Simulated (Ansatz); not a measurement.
ZnCu2SnSe4 (kesterite type, space group I-4)

```yaml
crystal:
  lattice:
    - [-2.88182, 2.88182, 5.76298]
    - [2.88182, -2.88182, 5.76298]
    - [2.88182, 2.88182, -5.76298]
  atoms:
    - { symbol: Cu, position: [0.00000, 0.00000, 0.00000] }
    - { symbol: Cu, position: [0.75000, 0.25000, 0.50000] }
    - { symbol: Zn, position: [0.25000, 0.75000, 0.50000] }
    - { symbol: Sn, position: [0.50000, 0.50000, 0.00000] }
    - { symbol: Se, position: [0.63874, 0.62944, 0.52864] }
    - { symbol: Se, position: [0.10081, 0.11010, 0.47136] }
    - { symbol: Se, position: [0.37056, 0.89919, 0.00930] }
    - { symbol: Se, position: [0.88990, 0.36126, 0.99070] }
```

E(V) scan at fixed shape, V₀ the volume above. The atoms relax within the cell's symmetry.

All values below come from PBE (plane waves to 420 eV, PAW, scalar-relativistic; Ansatz, a quantum-chemistry and plane-wave program). k mesh 8×8×8 (Γ-centred), Fermi-Dirac smearing 0.05 eV. The energy includes the smearing's −TS. With the shape held, the modulus is that of even scaling; a crystal free to change shape is softer. At this level the bands of ZnCu2SnSe4 touch or barely overlap. ZnCu2SnSe4 is run without spin polarisation. ZnCu2SnSe4 was relaxed with its symmetry unable to fall. ΔE is measured from the relaxed starting cell. The last digit holds for this mesh only.

| V (Å³/atom) | ΔE (meV/atom) |
|---|---|
| 20.102 | 149.9 |
| 20.740 | 98.0 |
| 21.378 | 59.1 |
| 22.016 | 31.4 |
| 22.654 | 13.2 |
| 23.292 | 3.1 |
| 23.931 | 0.0 |
| 24.569 | 2.8 |
| 25.207 | 10.8 |
| 25.845 | 23.1 |
| 26.483 | 39.1 |
| 27.121 | 58.2 |
| 27.759 | 80.1 |

### Question
What is the fitted pressure derivative B₀′?

### Answer
4.8.

### Question
What bulk modulus at fixed cell shape B₀ follows from a third-order Birch-Murnaghan fit?

### Answer
55.9 GPa. Check by three points about V = 23.931 Å³/atom, step 1.276: d²E/dV² ≈ (13 − 2·0 + 11) meV / 1.276² = 0.0147 eV/Å⁶, and V·d²E/dV² × 160.2 = 56.5 GPa.

(Under strain, the slope of the energy per volume gives the stress and its curvature an elastic modulus.)
